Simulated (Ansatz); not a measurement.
# AsRu: do energies and stresses tell the same story?

These are results of DFT PBEsol, scalar-relativistic, plane waves, PAW (Ansatz), not measurements.

Settings: cutoff 420 eV, Γ-centred mesh 6×10×6 on the computed 8-atom cell, Gaussian smearing of 0.10 eV; no spin polarisation.

Relaxed cell: Pnma, a = 5.695 Å, b = 3.291 Å, c = 6.351 Å, α = 90.00°, β = 90.00°, γ = 90.00°, 8 atoms in the primitive cell. Whether it is the stable form of this composition wasn't checked.

Energies at zero smearing and pressures from the stress tensor, at volumes with shape and atoms relaxed:
```json
{"V (Å³/atom)": "13.987", "E − E(first) (meV/atom)": "0.00", "P (GPa)": "14.15"}
{"V (Å³/atom)": "14.433", "E − E(first) (meV/atom)": "-28.05", "P (GPa)": "6.41"}
{"V (Å³/atom)": "14.880", "E − E(first) (meV/atom)": "-36.42", "P (GPa)": "0.01"}
{"V (Å³/atom)": "15.326", "E − E(first) (meV/atom)": "-28.71", "P (GPa)": "-5.28"}
{"V (Å³/atom)": "15.773", "E − E(first) (meV/atom)": "-7.46", "P (GPa)": "-9.58"}
```

Check P = −dE/dV between neighbouring volumes, and get the bulk modulus from the pressures alone.

With 1 eV/Å³ = 160.2 GPa:
| middle V (Å³/atom) | −ΔE/ΔV (GPa) | mean P (GPa) |
| --- | --- | --- |
| 14.210 | 10.067 | 10.280 |
| 14.657 | 3.005 | 3.213 |
| 15.103 | -2.766 | -2.633 |
| 15.549 | -7.629 | -7.428 |

The two differ by 0.21 GPa at most. The mean of two end pressures misses the average over a step by about ΔV² P″/12, up to 0.12 GPa here; with that taken off 0.12 GPa remains. The stress is the derivative of the free energy, not of the energy at zero smearing, and with free energies 0.03 GPa remains. Around V = 14.880 Å³/atom, the two neighbours give B = −V ΔP/ΔV = 14.880 × 11.69 / 0.893 = 194.9 GPa, against B0 = 193.8 GPa from the Birch–Murnaghan fit of the energies.

A ferromagnetic start lost its moments in a first run, so spin was left out; other magnetic orders weren't tried.